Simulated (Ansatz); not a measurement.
Input deck for Ansatz 0.2.0, then the block of the output on the nuclei.

The cell is a computed structure from the Materials Project (it need not be an observed phase), taken as it stands.

```yaml
crystal:
  lattice:
    - [3.6206484406, 2.0903823518, 6.0268280002]
    - [-3.6206484406, 2.0903823518, 6.0268280002]
    - [0.0, -4.1807647037, 6.0268280002]
  atoms:
    - { symbol: Mg, position: [0.12617267, 0.12617267, 0.12617267] }
    - { symbol: Mg, position: [0.87382733, 0.87382733, 0.87382733] }
    - { symbol: Al, position: [0.0, 0.5, 0.5] }
    - { symbol: Al, position: [0.5, 0.0, 0.5] }
    - { symbol: Al, position: [0.5, 0.5, 0.0] }
    - { symbol: Mo, position: [0.5, 0.5, 0.5], spin: 2.0 }
    - { symbol: S, position: [0.71397, 0.258233, 0.258233] }
    - { symbol: S, position: [0.741767, 0.28603, 0.741767] }
    - { symbol: S, position: [0.738023, 0.738023, 0.738023] }
    - { symbol: S, position: [0.741767, 0.741767, 0.28603] }
    - { symbol: S, position: [0.261977, 0.261977, 0.261977] }
    - { symbol: S, position: [0.258233, 0.258233, 0.71397] }
    - { symbol: S, position: [0.28603, 0.741767, 0.741767] }
    - { symbol: S, position: [0.258233, 0.71397, 0.258233] }
magnetization:
  spin_polarized: true
kpoints:
  mp_grid: { grid: [5, 5, 5] }
scf:
  occupations: { method: fermi_dirac, width: 0.02 }
hamiltonian:
  xc: r2scan
  pseudopotentials: { kind: paw }
output:
  forces: true
  stress: true
  populations: true
  efg:
    quadrupole_moments_barn: { Mg: 0.1994, Al: 0.1466, Mo: -0.022, S: -0.0694 }
    contact_densities: true
```

```sh
ansatz run input.yaml --threads 1 --pin off --max-ram 3072MiB --backend cpu --events-out ev --progress --plain --runs-dir out
```

Of the output, the block on the nuclei alone is shown; the set-up, the SCF iterations, energies, forces and stress are cut. One atom of each set with nearly equal values is shown.

```
--- PAW observables at the nuclei: V_zz in 10²¹ V/m², potentials from the cell's mean, atoms counted from 1 ---
  atom   1  Mg V_zz =    -0.202062   η = 0.0000   by run symmetry: allowed   C_q = -0.9742 MHz
            electrostatic potential = -1101.993725 V   contact ρ = 7783.238857 e/Å³   contact ρ_s (e/Å³): all electrons +0.189149, valence +0.186079
  atom   3  Al V_zz =    -0.310161   η = 0.7013   by run symmetry: allowed   C_q = -1.0995 MHz
            electrostatic potential = -1225.725372 V   contact ρ = 10062.917133 e/Å³   contact ρ_s (e/Å³): all electrons +0.851852, valence +0.825711
  atom   6  Mo V_zz =    -2.295081   η = 0.0000   by run symmetry: allowed   C_q = +1.2209 MHz
            electrostatic potential = -6346.828857 V   contact ρ = 594817.982511 e/Å³   contact ρ_s (e/Å³): all electrons -5.431965, valence -1.391551
  atom   7  S  V_zz =    -1.140023   η = 0.4105   by run symmetry: allowed   C_q = +1.9131 MHz
            electrostatic potential = -1632.678680 V   contact ρ = 19734.953073 e/Å³   contact ρ_s (e/Å³): all electrons -0.092873, valence -0.080797
  atom   9  S  V_zz =    -0.704502   η = 0.0000   by run symmetry: allowed   C_q = +1.1822 MHz
            electrostatic potential = -1632.752741 V   contact ρ = 19735.119863 e/Å³   contact ρ_s (e/Å³): all electrons +0.243072, valence +0.234937
```

The run took 3.5 min of wall time (3.5 min of CPU time) and 1.6 GiB at its peak, on 1 thread of Arm Neoverse V1 (aarch64; 8 cores open to the job, memory cap 3.0 GiB, no GPU), a shared host with a load of 0.8 a core.

The program didn't check the stability of this electronic state in full, so a lower one may lie near. Without spin–orbit coupling (the program notes it for Mo) the gradients are little affected as a rule: paired runs on crystals with a gap mostly move them by under 2 % at such atoms. With these PAW files V_zz is typically within 2 to 3 % of all-electron values, but misses above 10 % occur on Al. All moments are parallel here, as the start or the cell imposes; many such compounds order antiparallel, where fields and spin densities carried over to other atoms largely cancel. The magnetic order is the one that the run reached from its start moments, not necessarily the measured one.
